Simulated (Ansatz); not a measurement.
A distorted cell of Li₂O (anti-fluorite):

```yaml
crystal:
  lattice:
    - [0.00000, 2.34238, 2.43607]
    - [2.34238, 0.00000, 2.43607]
    - [2.34238, 2.34238, 0.00000]
  atoms:
    - { symbol: Li, position: [0.75000, 0.75000, 0.75000] }
    - { symbol: Li, position: [0.25000, 0.25000, 0.25000] }
    - { symbol: O, position: [0.00000, 0.00000, 0.00000] }
```

The numbers are results of PBE (plane waves to 420 eV, PAW, scalar-relativistic; Ansatz, a program for electronic structure), not measurements. k mesh 12×12×12 (Γ-centred), Fermi-Dirac smearing 0.05 eV. The energy includes the smearing's −TS. Stress and pressure are positive under compression. Li2O was relaxed with its symmetry unable to fall.

What is the stress tensor (GPa)?


```
   -3.0      0.0      0.0
    0.0     -3.0      0.0
    0.0      0.0     -9.9
```
The pressure, a third of the trace, is -5.3 GPa.

It is the relaxed cell deformed to V/V₀ = 1.080, (c/a)/(c/a)₀ = 1.040, c along z, fractional positions held. What is its energy relative to the relaxed cell?

16.6 meV/atom.

(A scan under strain: stresses follow from slopes of the energy per volume, elastic moduli from its curvatures.)
